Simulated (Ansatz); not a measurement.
Si2Ni:
```
Si2Ni
1.0
    2.83434     0.00000     0.00000
   -1.41717     2.45461     0.00000
    0.00000     0.00000     5.28611
Ni Si
1 2
Direct
  0.00000   0.00000   0.00000
  0.33333   0.66667   0.31680
  0.66667   0.33333   0.68320
```

Relaxed with r²SCAN+D4. Special points in fractions of this cell's reciprocal vectors: Γ (0.000, 0.000, 0.000); M (0.500, 0.000, 0.000); K (0.333, 0.333, 0.000); A (0.000, 0.000, 0.500); L (0.500, 0.000, 0.500); H (0.333, 0.333, 0.500).

Task: List the band energies nearest the Fermi level at these points for DFT-r²SCAN+D4 in the program Ansatz with PAW potentials.

Result: In eV from the Fermi level; about four levels below and three above (degenerate sets whole), none deeper than 8.9 eV; points with the same levels are listed once.

```tsv
k	below	above
Γ	-2.82 -2.82 -2.40 -2.40	5.79 7.41 7.41
M	-2.92 -2.60 -2.18 -1.50	0.66 1.06 2.11
K	-3.00 -3.00 -1.94 -1.62	0.86 0.86 1.73 1.73
A	-2.82 -2.82 -2.41 -2.41	1.34 7.23 7.23
L	-3.39 -2.99 -1.50 -0.65	2.71 3.20 4.46
H	-2.80 -2.80 -0.86 -0.86 -0.63	5.64 5.64 6.10
```

Space group P-3m1. The start of the workflow was typed in or built on a structure type; neither database checked (COD, Materials Project) lists it. It is not the phase usual at ambient conditions (space group No. 225). The cell was relaxed with r²SCAN+D4 under the symmetry of its start; its stability against distortions is not shown here. The workflow began spin-polarised and lost its moments. The volume moved by -28 % from the start of the relaxation.

Potentials: the earlier of the program's two PAW sets.
